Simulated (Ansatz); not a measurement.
**Relaxing a structure of Bi**

The start is a relaxed Bi cell displaced along its unstable phonon at q = (½, 0, 0) of its primitive reciprocal cell (46i cm⁻¹), largest move 0.15 Å. The structure is fully relaxed (lattice and positions, P = 0) with PBEsol (plane waves to 420 eV, PAW, scalar-relativistic; Ansatz, a first-principles code). The first steps use a coarse 7×7×5 k-mesh.

The start:
```
CELL_PARAMETERS angstrom
     10.66115     0.00000     0.00000
     -2.66529     4.61641     0.00000
      0.00000     0.00000     6.30084
ATOMIC_POSITIONS crystal
  Bi 0.00000 0.00000 0.75169
  Bi 0.50000 0.00000 0.74831
  Bi 0.00000 0.00000 0.24831
  Bi 0.50000 0.00000 0.25169
  Bi 0.16667 0.66667 0.72619
  Bi 0.66667 0.66667 0.77381
  Bi 0.33333 0.33333 0.22619
  Bi 0.83333 0.33333 0.27381
```

Task: How much energy is released per atom?

Result: 0.18 eV/atom.

Task: How does the volume change?

Result: +11.3 %, from 38.76 to 43.13 Å³/atom.

Task: Does it find its way back to the structure it was made from?

Result: It does not go back: it reaches P6₃/mmc (No. 194), 0.19 eV/atom below the parent.

Task: How do the shortest distances between atoms change?

Result: The closest pairs of elements (up to four, under 3.6 Å), start → end: Bi–Bi 3.08 → 3.03 Å.

Task: What band gap does the relaxed structure have at this level?

Result: No gap (metallic).

Final values are on a 12×12×5 k-mesh of the relaxed cell. No spin polarisation in the result.

The run could not lose the symmetry of its start: the end is stationary, and may be a saddle point rather than a minimum.

The relaxed structure here is a generated cell of Bi: the first start was made by placing the elements on the sites of a structure type, and the end was not matched to a known phase here, so it may be hypothetical. Known forms of Bi include space group No. 166.
